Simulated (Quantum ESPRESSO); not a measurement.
# Hf3TaO7N: input and log of a self-consistent run

A calculation, not a measurement. The program is pw.x of Quantum ESPRESSO 7.5 (plane-wave density functional theory). The cell is made up: 12 atoms on a fluorite lattice, with randomly drawn elements, strain and displacements, not relaxed. PseudoDojo standard norm-conserving files (v0.5 for PBE, v0.4.1 for LDA and PBEsol) set the functional; there is no spin polarisation, spin-orbit coupling or dispersion term, and the masses in the input are unused placeholders.

The hafnium pseudopotential is less sure than the others, with forces about 3 percent (worst 6) and pressure in oxides about 1.5 GPa (worst 2.7) from a second method in checks, which no rerun with the same files tests.

Input:

```
&control calculation='scf', pseudo_dir='./dojo.nc.sr.pbe.v0_5.standard.upf', outdir='./o', disk_io='medium', tprnfor=.true., tstress=.true. /
&system ibrav=0, nat=12, ntyp=4, nbnd=54, ecutwfc=105.61755193, nosym=.true., tot_charge=0,
 occupations='smearing', smearing='fd', degauss=0.0018374661
/
&electrons conv_thr=7.350e-09, electron_maxstep=60, /
ATOMIC_SPECIES
Hf 1.0 Hf.upf
N 1.0 N.upf
O 1.0 O.upf
Ta 1.0 Ta.upf
CELL_PARAMETERS angstrom
5.2181 -0.0166 0.0436
-0.0166 5.1436 0.0206
0.0436 0.0206 5.1315
ATOMIC_POSITIONS angstrom
Hf 0.0948 -0.0731 -0.0733
Hf 0.0119 2.5638 2.5411
Hf 2.6646 -0.0128 2.6757
Ta 2.5539 2.4645 -0.0452
O 1.4147 1.2171 1.2634
O 1.3554 1.389 3.6816
O 1.3555 3.8511 1.3699
O 1.3301 3.8796 3.8728
N 3.9616 1.2107 1.4593
O 3.842 1.3115 3.9278
O 3.7822 3.8832 1.43
O 3.8796 3.7546 3.8948
K_POINTS automatic
6 6 6 1 1 1
```

The log is shortened where brackets say so; the opening notice, blank lines, dates and the lines on written files are dropped, and the path of the files is cut. It prints rydbergs, bohrs and kilobars, and counts compression as positive stress. With no partly filled state, the Fermi energy that it prints is only some level between the filled and the empty states on the mesh, and need not lie in the true gap.

```
     Program PWSCF v.7.5
     Parallel version (MPI & OpenMP), running on       1 processor cores
     Number of MPI processes:                 1
     Threads/MPI process:                     1
     [start-up lines left out]
     bravais-lattice index     =            0
     lattice parameter (alat)  =       9.8612  a.u.
     unit-cell volume          =     929.3475 (a.u.)^3
     number of atoms/cell      =           12
     number of atomic types    =            4
     number of electrons       =        96.00
     number of Kohn-Sham states=           54
     kinetic-energy cutoff     =     105.6176  Ry
     charge density cutoff     =     422.4702  Ry
     scf convergence threshold =      7.3E-09
     mixing beta               =       0.7000
     number of iterations used =            8  plain     mixing
     Exchange-correlation= PBE
                           (   1   4   3   4   0   0   0)
     [axes and pseudopotential details left out]
   Cartesian axes
     site n.     atom                  positions (alat units)
         1        Hf     tau(   1) = (   0.0181668  -0.0140084  -0.0140467  )
         2        Hf     tau(   2) = (   0.0022804   0.4913086   0.4869586  )
         3        Hf     tau(   3) = (   0.5106252  -0.0024529   0.5127524  )
         4        Ta     tau(   4) = (   0.4894115   0.4722795  -0.0086618  )
         5        O      tau(   5) = (   0.2711032   0.2332365   0.2421091  )
         6        O      tau(   6) = (   0.2597393   0.2661782   0.7055160  )
         7        O      tau(   7) = (   0.2597585   0.7379978   0.2625180  )
         8        O      tau(   8) = (   0.2548910   0.7434593   0.7421562  )
         9        N      tau(   9) = (   0.7591732   0.2320100   0.2796500  )
        10        O      tau(  10) = (   0.7362539   0.2513266   0.7526960  )
        11        O      tau(  11) = (   0.7247942   0.7441492   0.2740352  )
        12        O      tau(  12) = (   0.7434593   0.7195052   0.7463721  )
     number of k points=   108  Fermi-Dirac smearing, width (Ry)=  0.0018
     Number of k-points >= 100: set verbosity='high' to print them.
     Dense  grid:   136299 G-vectors     FFT dimensions: (  72,  64,  64)
     Estimated max dynamical RAM per process >     235.14 MB
     Initial potential from superposition of free atoms
     starting charge      95.9935, renormalised to      96.0000
     Starting wfcs are   72 randomized atomic wfcs
     total cpu time spent up to now is      102.8 secs
     per-process dynamical memory:   137.8 Mb
     Self-consistent Calculation
     iteration #  1     ecut=   105.62 Ry     beta= 0.70
     Davidson diagonalization with overlap
     ethr =  1.00E-02,  avg # of iterations =  2.0
     total cpu time spent up to now is      457.9 secs
     total energy              =    -719.47997909 Ry
     estimated scf accuracy    <       5.40642637 Ry
     iteration #  2     ecut=   105.62 Ry     beta= 0.70
     Davidson diagonalization with overlap
     ethr =  5.63E-03,  avg # of iterations =  6.1
     total cpu time spent up to now is      979.0 secs
     total energy              =    -717.21859618 Ry
     estimated scf accuracy    <      28.03143195 Ry
     iteration #  3     ecut=   105.62 Ry     beta= 0.70
     Davidson diagonalization with overlap
     ethr =  5.63E-03,  avg # of iterations =  5.3
     total cpu time spent up to now is     1240.4 secs
     total energy              =    -722.04898364 Ry
     estimated scf accuracy    <       2.46764372 Ry
     iteration #  4     ecut=   105.62 Ry     beta= 0.70
     Davidson diagonalization with overlap
     ethr =  2.57E-03,  avg # of iterations =  2.0
     total cpu time spent up to now is     1414.1 secs
     total energy              =    -722.23401698 Ry
     estimated scf accuracy    <       0.51865445 Ry
     iteration #  5     ecut=   105.62 Ry     beta= 0.70
     Davidson diagonalization with overlap
     ethr =  5.40E-04,  avg # of iterations =  2.8
     total cpu time spent up to now is     1582.7 secs
     total energy              =    -722.21684598 Ry
     estimated scf accuracy    <       0.19751978 Ry
     [iterations 6 to 11 left out]
     iteration # 12     ecut=   105.62 Ry     beta= 0.70
     Davidson diagonalization with overlap
     ethr =  1.73E-08,  avg # of iterations =  2.3
     total cpu time spent up to now is     3331.0 secs
     total energy              =    -722.25589301 Ry
     estimated scf accuracy    <       0.00000604 Ry
     iteration # 13     ecut=   105.62 Ry     beta= 0.70
     Davidson diagonalization with overlap
     ethr =  6.29E-09,  avg # of iterations =  4.3
     total cpu time spent up to now is     3489.2 secs
     total energy              =    -722.25589359 Ry
     estimated scf accuracy    <       0.00000101 Ry
     iteration # 14     ecut=   105.62 Ry     beta= 0.70
     Davidson diagonalization with overlap
     ethr =  1.05E-09,  avg # of iterations =  4.6
     total cpu time spent up to now is     3718.5 secs
     total energy              =    -722.25589365 Ry
     estimated scf accuracy    <       0.00000025 Ry
     iteration # 15     ecut=   105.62 Ry     beta= 0.70
     Davidson diagonalization with overlap
     ethr =  2.57E-10,  avg # of iterations =  3.3
     total cpu time spent up to now is     3942.5 secs
     total energy              =    -722.25589370 Ry
     estimated scf accuracy    <       0.00000001 Ry
     iteration # 16     ecut=   105.62 Ry     beta= 0.70
     Davidson diagonalization with overlap
     ethr =  1.07E-11,  avg # of iterations =  5.1
     total cpu time spent up to now is     4217.1 secs
     End of self-consistent calculation
     Number of k-points >= 100: set verbosity='high' to print the bands.
     the Fermi energy is    13.5312 ev
!    total energy              =    -722.25589370 Ry
     estimated scf accuracy    <          6.3E-09 Ry
     smearing contrib. (-TS)   =      -0.00000000 Ry
     internal energy E=F+TS    =    -722.25589370 Ry
     The total energy is F=E-TS. E is the sum of the following terms:
     one-electron contribution =    -122.71090836 Ry
     hartree contribution      =     115.58482393 Ry
     xc contribution           =    -179.82412614 Ry
     ewald contribution        =    -535.30568314 Ry
     convergence has been achieved in  16 iterations
     Forces acting on atoms (cartesian axes, Ry/au):
     atom    1 type  1   force =    -0.07766075    0.03575873    0.11653636
     atom    2 type  1   force =    -0.07942778   -0.01526828   -0.08966227
     atom    3 type  1   force =     0.06039709    0.01665502   -0.11047472
     atom    4 type  4   force =     0.08082044   -0.03793732    0.10723374
     atom    5 type  3   force =    -0.01255531    0.03230014   -0.09374452
     atom    6 type  3   force =    -0.01902354   -0.00865022    0.09437477
     atom    7 type  3   force =    -0.05827038   -0.03255539   -0.04993110
     atom    8 type  3   force =    -0.00258110   -0.00571835    0.05925250
     atom    9 type  2   force =     0.02614136    0.06534973   -0.06912269
     atom   10 type  3   force =     0.00920660   -0.02117691    0.06237865
     atom   11 type  3   force =     0.05155875   -0.04725776   -0.07461640
     atom   12 type  3   force =     0.02139464    0.01850061    0.04777569
     Total force =     0.358610     Total SCF correction =     0.000213
     Computing stress (Cartesian axis) and pressure
          total   stress  (Ry/bohr**3)                   (kbar)     P=     -105.99
  -0.00093991  -0.00000588  -0.00012609         -138.27       -0.87      -18.55
  -0.00000588  -0.00055837   0.00010107           -0.87      -82.14       14.87
  -0.00012609   0.00010107  -0.00066323          -18.55       14.87      -97.56
     init_run     :     96.80s CPU    102.71s WALL (       1 calls)
     electrons    :   4055.49s CPU   4114.31s WALL (       1 calls)
     forces       :     38.13s CPU     38.54s WALL (       1 calls)
     stress       :    157.50s CPU    164.26s WALL (       1 calls)
     [timing details left out]
     PWSCF        :      1h12m CPU      1h13m WALL
     JOB DONE.
```

In other units: free energy -9826.792 eV for the cell, pressure -10.60 GPa, largest force component 2.996 eV/Å. This run is the check on a run of the same cell at a cutoff of 1143 eV and k mesh 4 x 4 x 4: rerunning at a cutoff of 1437 eV and k mesh 6 x 6 x 6 moved values by no more than 0.002 eV in energy, 0.05 GPa in stress and 0.011 eV/Å in force.